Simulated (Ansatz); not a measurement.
Bands of Lu

```
Lu
1.0
     3.50990    0.00000    0.00000
    -1.75495    3.03966    0.00000
     0.00000    0.00000    5.56660
Lu
2
Direct
  0.33333 0.66667 0.25000
  0.66667 0.33333 0.75000
```

Atoms are numbered in the order listed.

The geometry is COD entry 1538083, unchecked; take it as a test cell.

Spin–orbit coupling is left out, though it moves levels of the heavy atoms by tenths of an eV or more.

Theory: DFT, PBEsol, all-electron LAPW, scalar-relativistic (Ansatz 0.2.0).

Numerical set-up: a Γ-centred 13×13×8 k mesh, Fermi–Dirac smearing of 0.03 eV, basis error target 0.5 meV/atom, no spin polarisation.

Points in fractions of the reciprocal vectors of this cell: Γ (0, 0, 0), M (0.5, 0, 0), K (0.333, 0.333, 0), A (0, 0, 0.5), L (0.5, 0, 0.5), H (0.333, 0.333, 0.5). The path joins them by straight lines in the order Γ–M–K–Γ–A–L–H–A–L; legs that retrace an earlier one aren't tabulated. Energies are in eV from the Fermi level.

(1) Metal or insulator at this level of theory?

(2) Tabulate bands 30 to 37, counted from the lowest band of the run, along the path.

## Answers

(1) No gap opens: metallic or semimetallic.

(2) 
| k (1/Å) | point | band 30 | band 31 | band 32 | band 33 | band 34 | band 35 | band 36 | band 37 |
| --- | --- | --- | --- | --- | --- | --- | --- | --- | --- |
| 0.00 | Γ | -4.91 | -4.91 | -4.89 | -4.89 | -2.43 | 0.52 | 2.18 | 2.18 |
| 0.15 |  | -4.91 | -4.91 | -4.90 | -4.89 | -2.30 | 0.44 | 1.84 | 2.29 |
| 0.30 |  | -4.92 | -4.91 | -4.90 | -4.90 | -1.94 | 0.23 | 1.31 | 2.29 |
| 0.44 |  | -4.92 | -4.92 | -4.91 | -4.90 | -1.44 | -0.06 | 0.77 | 1.85 |
| 0.59 |  | -4.92 | -4.92 | -4.89 | -4.25 | -1.00 | -0.36 | 0.32 | 1.59 |
| 0.74 |  | -4.92 | -4.91 | -4.89 | -3.46 | -0.93 | -0.60 | 0.01 | 1.74 |
| 0.89 |  | -4.92 | -4.91 | -4.89 | -2.72 | -1.16 | -0.76 | -0.22 | 1.56 |
| 1.03 | M | -4.92 | -4.91 | -4.89 | -2.33 | -1.37 | -0.82 | -0.32 | 1.50 |
| 1.12 |  | -4.92 | -4.91 | -4.89 | -2.29 | -1.33 | -0.81 | -0.34 | 1.49 |
| 1.20 |  | -4.92 | -4.91 | -4.90 | -2.17 | -1.23 | -0.78 | -0.37 | 1.47 |
| 1.29 |  | -4.92 | -4.91 | -4.90 | -1.99 | -1.07 | -0.74 | -0.43 | 1.43 |
| 1.37 |  | -4.91 | -4.91 | -4.91 | -1.76 | -0.91 | -0.68 | -0.49 | 1.38 |
| 1.46 |  | -4.91 | -4.91 | -4.91 | -1.49 | -0.78 | -0.64 | -0.56 | 1.33 |
| 1.54 |  | -4.91 | -4.91 | -4.91 | -1.22 | -0.78 | -0.61 | -0.60 | 1.25 |
| 1.63 | K | -4.91 | -4.91 | -4.91 | -0.96 | -0.96 | -0.60 | -0.60 | 1.24 |
| 1.80 |  | -4.91 | -4.91 | -4.91 | -1.68 | -0.61 | -0.56 | -0.55 | 1.23 |
| 1.97 |  | -4.91 | -4.91 | -4.91 | -2.68 | -0.59 | -0.38 | -0.34 | 1.36 |
| 2.14 |  | -4.92 | -4.91 | -4.91 | -3.71 | -0.53 | -0.44 | -0.02 | 1.43 |
| 2.31 |  | -4.92 | -4.91 | -4.90 | -4.63 | -1.14 | -0.18 | 0.50 | 1.66 |
| 2.48 |  | -4.92 | -4.92 | -4.90 | -4.90 | -1.79 | 0.14 | 1.13 | 2.15 |
| 2.65 |  | -4.91 | -4.91 | -4.90 | -4.89 | -2.26 | 0.42 | 1.76 | 2.33 |
| 2.82 | Γ | -4.91 | -4.91 | -4.89 | -4.89 | -2.43 | 0.52 | 2.18 | 2.18 |
| 2.90 |  | -4.91 | -4.91 | -4.89 | -4.89 | -2.48 | 0.52 | 2.16 | 2.16 |
| 2.98 |  | -4.90 | -4.90 | -4.89 | -4.89 | -2.63 | 0.51 | 2.10 | 2.10 |
| 3.07 |  | -4.90 | -4.90 | -4.89 | -4.89 | -2.87 | 0.53 | 2.05 | 2.05 |
| 3.15 |  | -4.90 | -4.90 | -4.89 | -4.89 | -3.20 | 0.60 | 1.89 | 2.02 |
| 3.23 |  | -4.90 | -4.90 | -4.89 | -4.89 | -3.58 | 0.72 | 1.64 | 2.01 |
| 3.31 |  | -4.90 | -4.89 | -4.89 | -4.77 | -3.98 | 0.91 | 1.38 | 2.04 |
| 3.39 | A | -4.90 | -4.89 | -4.89 | -4.39 | -4.39 | 1.13 | 1.13 | 2.11 |
| 3.54 |  | -4.90 | -4.89 | -4.89 | -4.28 | -4.28 | 1.07 | 1.07 | 2.02 |
| 3.68 |  | -4.91 | -4.90 | -4.90 | -3.96 | -3.96 | 0.90 | 0.90 | 1.80 |
| 3.83 |  | -4.92 | -4.90 | -4.90 | -3.50 | -3.50 | 0.65 | 0.65 | 1.57 |
| 3.98 |  | -4.92 | -4.91 | -4.91 | -2.96 | -2.96 | 0.38 | 0.38 | 1.40 |
| 4.13 |  | -4.92 | -4.91 | -4.91 | -2.49 | -2.49 | 0.18 | 0.18 | 1.33 |
| 4.27 |  | -4.92 | -4.91 | -4.91 | -2.18 | -2.18 | 0.10 | 0.10 | 1.32 |
| 4.42 | L | -4.91 | -4.91 | -4.91 | -2.08 | -2.08 | 0.08 | 0.08 | 1.32 |
| 4.51 |  | -4.91 | -4.91 | -4.91 | -2.03 | -2.03 | 0.09 | 0.09 | 1.25 |
| 4.59 |  | -4.91 | -4.91 | -4.91 | -1.91 | -1.91 | 0.13 | 0.13 | 1.06 |
| 4.68 |  | -4.92 | -4.91 | -4.91 | -1.72 | -1.72 | 0.19 | 0.19 | 0.80 |
| 4.76 |  | -4.92 | -4.91 | -4.91 | -1.47 | -1.47 | 0.24 | 0.24 | 0.50 |
| 4.85 |  | -4.93 | -4.91 | -4.91 | -1.17 | -1.17 | 0.13 | 0.13 | 0.34 |
| 4.93 |  | -4.93 | -4.91 | -4.91 | -0.85 | -0.85 | -0.18 | -0.18 | 0.34 |
| 5.02 | H | -4.93 | -4.91 | -4.91 | -0.58 | -0.58 | -0.43 | -0.43 | 0.34 |
| 5.19 |  | -4.93 | -4.91 | -4.91 | -1.16 | -1.16 | 0.00 | 0.00 | 0.45 |
| 5.36 |  | -4.92 | -4.91 | -4.91 | -1.83 | -1.83 | 0.14 | 0.14 | 0.86 |
| 5.53 |  | -4.92 | -4.91 | -4.91 | -2.53 | -2.53 | 0.29 | 0.29 | 1.17 |
| 5.70 |  | -4.92 | -4.91 | -4.91 | -3.23 | -3.23 | 0.54 | 0.54 | 1.42 |
| 5.87 |  | -4.91 | -4.90 | -4.90 | -3.83 | -3.83 | 0.83 | 0.83 | 1.71 |
| 6.04 |  | -4.90 | -4.89 | -4.89 | -4.24 | -4.24 | 1.05 | 1.05 | 1.99 |
| 6.21 | A | -4.90 | -4.89 | -4.89 | -4.39 | -4.39 | 1.13 | 1.13 | 2.11 |
